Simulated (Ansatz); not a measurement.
## Zone-centre phonons of AlCu$_{3}$: input and output

Method: Ansatz, DFT LDA, scalar-relativistic, plane waves, PAW.

Launched with:
```bash
ansatz run input.yaml --threads 4 --pin off --max-ram 12288MiB --backend cpu --events-out ev --progress --plain --runs-dir out
```

Input (bare energies are in eV):
```yaml
crystal:
  lattice:
    - [4.1256716407, 0.0, 0.0]
    - [0.0, 5.0619979532, 0.0]
    - [0.0, 0.0, 4.4196702863]
  atoms:
    - { symbol: Al, position: [0.0, 0.0, 0.6641448876] }
    - { symbol: Al, position: [0.5, 0.5, 0.3358551124] }
    - { symbol: Cu, position: [0.0, 0.5, 0.6683992001] }
    - { symbol: Cu, position: [0.5, 0.0, 0.3316007999] }
    - { symbol: Cu, position: [0.0, 0.251094727, 0.1636947442] }
    - { symbol: Cu, position: [0.0, 0.748905273, 0.1636947442] }
    - { symbol: Cu, position: [0.5, 0.248905273, 0.8363052558] }
    - { symbol: Cu, position: [0.5, 0.751094727, 0.8363052558] }
basis:
  ecutwfc: 420
kpoints:
  mp_grid: { grid: [8, 8, 8] }
hamiltonian:
  xc: lda
scf:
  occupations: { method: fermi_dirac, width: 0.15 }
output:
  eigenvalues: true
phonons:
  method: dfpt
  eigenvectors: true
```

The end of the output:
```
--- Phonons (Γ-DFPT): 9 representative perturbations + reference, on 170 of 512 k-points (Σ response iterations 38) ---
  k mesh reduced under 2 symmetry operations, with k and −k counted as one. Each operation leaves every solved displacement unchanged or reverses it
  ASR residual: 2.827e-4 → 0.000e0 eV/Å²; symmetrization residual: 1.538e-5 eV/Å²
  ASR residual per site (eV/Å²): 1.32e-5 1.32e-5 2.83e-4 2.83e-4 1.44e-4 1.44e-4 1.44e-4 1.44e-4
  Γ frequencies (cm⁻¹): 0.00 0.00 0.00 121.63 131.99 139.87 140.20 142.15 146.54 178.62 179.32 182.38 183.94 193.64 196.38 201.91 211.46 225.05 296.29 298.88 302.38 305.00 313.31 325.49
  non-analytic LO–TO correction: not included (Born effective charges unavailable; polar crystals: no LO–TO splitting at Γ)
```

Time: 8.3 min on 4 threads of Intel(R) Xeon(R) Processor @ 2.70GHz, on a shared host, peak memory 3.5 GiB.

In a metal, frequencies and elastic constants depend on the k mesh and the smearing, soft modes and shear constants most.